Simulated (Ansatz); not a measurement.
MgS (rock salt, Fm-3m), a = b = c = 5.182 Å, α = β = γ = 90.00°; the cell used has 2 atoms.

Relaxed with PBEsol. 

Problem. HSE06 on this cell (Ansatz, a quantum-chemistry and plane-wave program, PAW) gives a gap of 3.83 eV. What does PBEsol give?

Solution. 2.73 eV.

Cost on shared cores: the PBEsol run (SCF on a 9×9×9 mesh, then bands and DOS) very roughly 6 core-seconds, the HSE06 run (SCF on 7×7×7, then a few points) very roughly 80 core-seconds; the tasks are unlike.

The cell was relaxed with PBEsol under the symmetry of its start.

Potentials: the later of the program's two PAW sets.

Ansatz is a plane-wave DFT program.
